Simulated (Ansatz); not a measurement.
A distorted cell of NiO (rock salt):

```xyz
2
Lattice="0.0000 2.1950 2.1950 2.1950 0.0000 2.1950 2.1950 2.1950 0.0000" Properties=species:S:1:pos:R:3 pbc="T T T"
O      0.0000     0.0000     0.0000
Ni     2.1950     2.1950     2.1950
```

Computed with PBE (plane waves to 420 eV, PAW, scalar-relativistic; Ansatz, a program for electronic structure). k mesh 19×19×19 (Γ-centred), Fermi-Dirac smearing 0.05 eV. E stands for the smeared free energy. Compression counts positive. NiO is run spin-polarised and with no Hubbard U; the real compound is an antiferromagnetic insulator, a state that this run doesn't describe. NiO was relaxed with its symmetry unable to fall. Relaxed NiO ends ferromagnetic. The PAW data are Ansatz's earlier set. Other magnetic orders were not checked, so this need not be the ground state.

### Question
What is the stress tensor (GPa)?

### Answer
```
  -16.2      0.0      0.0
    0.0    -16.2      0.0
    0.0      0.0    -16.2
```
The pressure, a third of the trace, is -16.2 GPa.

### Question
It is the relaxed cell scaled evenly to V/V₀ = 1.128, atoms relaxed where free. What is its energy relative to the relaxed cell?

### Answer
67 meV/atom.

(A scan under strain: stresses follow from slopes of the energy per volume, elastic moduli from its curvatures.)
